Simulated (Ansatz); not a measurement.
Rb₂NaAlF₆:
```
CELL_PARAMETERS angstrom
      0.00000     4.13593     4.13593
      4.13593     0.00000     4.13593
      4.13593     4.13593     0.00000
ATOMIC_POSITIONS crystal
  Rb 0.75000 0.75000 0.75000
  Rb 0.25000 0.25000 0.25000
  Na 0.50000 0.50000 0.50000
  Al 0.00000 0.00000 0.00000
  F  0.77950 0.22050 0.22050
  F  0.22050 0.77950 0.77950
  F  0.22050 0.77950 0.22050
  F  0.77950 0.22050 0.77950
  F  0.22050 0.22050 0.77950
  F  0.77950 0.77950 0.22050
```

Relaxed with r²SCAN.

### Question
Map the valence electron density (e/Å³), cut off at 2 on the plane through (0.750, 0.750, 0.750) spanned by u = [1, 0, 0] and v = [-1, 1, 1] in lattice vectors, from r²SCAN in the plane-wave PAW code Ansatz.

### Answer
x is the fraction of u, y of v (the angle between them is 90°; rows are the nearest grid lines); atoms in the plane: Rb at (0.00, 0.00), Rb at (0.00, 0.50), Na at (0.50, 0.75), Al at (0.50, 0.25), F at (0.50, 0.47), F at (0.50, 0.03).
```
|=*@@*:.   .=@@@@@@=.   .:*@@*=|
|@@@#=.     .:=**=:.     .=#@@@|
|@@#+:.      ..::..      .:+#@@|
|::..                      ..::|
|            .=%%=.            |
|           :@@@@@@:           |
|           -@@@@@@-           |
|           .*@@@@*.           |
|              ..              |
|++=:.                    .:=++|
|@@#+:.      ..::..      .:+#@@|
|*%@@+:.   .:*@@@@*:.   .:+@@%*|
|*%@@+:.   .+@@@@@@+.   .:+@@%*|
|@@#+:.    .-%@@@@%-.    .:+#@@|
|++=:.      :=%@@%=:      .:=++|
|            ..::..            |
|                              |
|                              |
|                              |
|                              |
|::..       .:-==-:.       ..::|
|@@#+:.    .-%@@@@%-.    .:+#@@|
|@@@#=.    .+@@@@@@+.    .=#@@@|
|=*@@*:.   .=@@@@@@=.   .:*@@*=|
```
Scale: ten equal steps from 0.015 (start of ' ') to 2.00 (end of '@'), in the order ' .:-=+*#%@'; x runs from 0.000 to 1.00, y from 0.000 (bottom) to 1.00 (top).

The density is the valence pseudo-density with augmentation charge, so density and ELF within about 1 Å of a nucleus are not all-electron values.

Space group Fm-3m. The first step of the workflow began from a Materials Project structure, measured or hypothetical; the Crystallography Open Database copy checked does not list it. Whether it is the stable phase at ambient conditions was not checked. The r²SCAN relaxation kept the symmetry of its start; its stability against distortions is not shown here.

Potentials: the later of the program's two PAW sets.
